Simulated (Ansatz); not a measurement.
TiAl₂:
```cif
data_Al16Ti8
_chemical_formula_sum 'Ti8 Al16'
_space_group_name_H-M_alt 'I41/amd :1'
_space_group_IT_number 141
_space_group_name_Hall 'I 4bw 2bw -1bw'
_cell_length_a 3.95021
_cell_length_b 3.95021
_cell_length_c 24.15458
_cell_angle_alpha 90.000
_cell_angle_beta 90.000
_cell_angle_gamma 90.000
loop_
_atom_site_label
_atom_site_type_symbol
_atom_site_symmetry_multiplicity
_atom_site_Wyckoff_symbol
_atom_site_fract_x
_atom_site_fract_y
_atom_site_fract_z
_atom_site_occupancy
Ti1 Ti 8 e 0.00000 0.00000 0.07800 1
Al1 Al 8 e 0.00000 0.00000 0.41369 1
Al2 Al 8 e 0.00000 0.00000 0.24999 1
```
(The calculation used a cell of 12 atoms; values per cell refer to that cell.)

Relaxed with r²SCAN.

### Question
Tabulate the valence density and the electron localisation function along the shortest Al–Al contact (2.72 Å), plane-wave PAW r²SCAN (Ansatz code).

### Answer


```csv
distance from Al (Å),density (e/Å³),ELF
0.27,0.06,0.07
0.41,0.07,0.02
0.54,0.11,0.05
0.68,0.16,0.22
0.82,0.21,0.46
0.95,0.24,0.61
1.09,0.25,0.68
1.22,0.24,0.69
1.36,0.24,0.69
1.50,0.24,0.69
1.63,0.25,0.68
1.77,0.24,0.61
1.90,0.21,0.46
2.04,0.16,0.22
2.18,0.11,0.05
2.31,0.07,0.02
2.45,0.06,0.07
```

The density is the valence pseudo-density with augmentation charge, so density and ELF within about 1 Å of a nucleus are not all-electron values.

Space group I4_1/amd. The first step of the workflow began from a Materials Project structure, measured or hypothetical; the Crystallography Open Database copy checked does not list it. COD files the formula under space group No. 65. With Ti and Al taken as one species the cell has the higher symmetry Fm-3m, so it may be an ordered model of a mixed-site phase. Its standing as an ambient phase is unchecked. The cell was relaxed with r²SCAN under the symmetry of its start; its stability against distortions is not shown here. No spin polarisation was allowed.

Potentials: the later of the program's two PAW sets.
